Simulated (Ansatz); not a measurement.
AlGaAs₂:
```
AlGaAs2
1.0
    4.05970     0.00000     0.00000
    0.00000     4.05970     0.00000
    0.00000     0.00000     5.72862
Ga As Al
1 2 1
Direct
  0.00000   0.00000   0.00000
  0.50000   0.00000   0.25162
  0.00000   0.50000   0.74838
  0.50000   0.50000   0.50000
```

Relaxed with PBE.

Task: Which orbitals make up the states near the band edges in plane-wave PAW PBE (Ansatz code)?

Result: Top 1 eV of the valence band: As 4p 77 %, Ga 4p 12 %, Al 3p 8 %. Bottom 1 eV of the conduction band: Ga 4s 23 %, As 4p 21 %, Ga 4p 16 %, As 4s 15 %, Al 3p 15 %, outside the projected shells 7 %. Projections are on Löwdin-orthogonalised atomic valence shells; empty p or d shells of many metals are not among them.

Task: Tabulate the density of states.

Result: States/eV per cell of 4 atoms, in 0.25 eV bins, energy from the valence-band maximum.

```tsv
E (eV)	total	As 4p	Ga 4p	Al 3p
-7.85	0.00	0.00	0.00	0.00
-7.60	0.00	0.00	0.00	0.00
-7.35	0.00	0.00	0.00	0.00
-7.10	0.00	0.00	0.00	0.00
-6.85	0.00	0.00	0.00	0.00
-6.60	0.00	0.00	0.00	0.00
-6.35	0.10	0.05	0.00	0.00
-6.10	1.20	0.51	0.02	0.05
-5.85	2.99	1.32	0.08	0.12
-5.60	2.41	1.07	0.08	0.09
-5.35	1.26	0.63	0.06	0.06
-5.10	1.93	1.00	0.09	0.06
-4.85	1.33	0.68	0.07	0.05
-4.60	1.05	0.54	0.05	0.05
-4.35	0.76	0.39	0.04	0.03
-4.10	0.57	0.30	0.03	0.02
-3.85	0.49	0.26	0.03	0.03
-3.60	0.47	0.25	0.04	0.03
-3.35	1.87	1.09	0.33	0.26
-3.10	2.66	1.58	0.44	0.42
-2.85	2.32	1.39	0.37	0.36
-2.60	2.68	1.62	0.42	0.42
-2.35	3.08	1.91	0.48	0.48
-2.10	3.52	2.26	0.53	0.55
-1.85	3.42	2.26	0.50	0.51
-1.60	3.12	2.12	0.44	0.43
-1.35	3.17	2.23	0.43	0.41
-1.10	2.90	2.10	0.39	0.32
-0.85	2.36	1.76	0.32	0.22
-0.60	1.34	1.04	0.15	0.11
-0.35	0.78	0.63	0.08	0.05
-0.10	0.24	0.20	0.02	0.01
0.15	0.00	0.00	0.00	0.00
0.40	0.00	0.00	0.00	0.00
0.65	0.00	0.00	0.00	0.00
0.90	0.00	0.00	0.00	0.00
1.15	0.02	0.00	0.00	0.00
1.40	0.12	0.02	0.01	0.01
1.65	0.50	0.11	0.08	0.07
1.90	1.20	0.25	0.21	0.20
2.15	1.90	0.44	0.32	0.32
2.40	2.78	0.68	0.42	0.49
2.65	3.23	0.81	0.44	0.61
2.90	2.64	0.60	0.37	0.52
3.15	2.58	0.56	0.39	0.51
3.40	2.22	0.50	0.40	0.39
3.65	1.41	0.31	0.30	0.25
3.90	1.70	0.36	0.40	0.36
4.15	2.73	0.57	0.71	0.61
4.40	3.77	0.76	1.07	0.90
4.65	3.59	0.75	0.94	0.89
4.90	2.84	0.61	0.72	0.72
5.15	2.50	0.54	0.70	0.60
5.40	2.97	0.64	0.74	0.72
5.65	3.12	0.69	0.65	0.74
```

Space group P-4m2. The start of the workflow was typed in or built on a structure type; neither database checked (COD, Materials Project) lists it. Whether it is the stable phase at ambient conditions was not checked. The cell was relaxed with PBE under the symmetry of its start; whether a distortion lowers the energy is not shown. Scalar-relativistic: spin–orbit coupling is off unless named, which matters more the heavier the elements.

Potentials: the later of the program's two PAW sets.
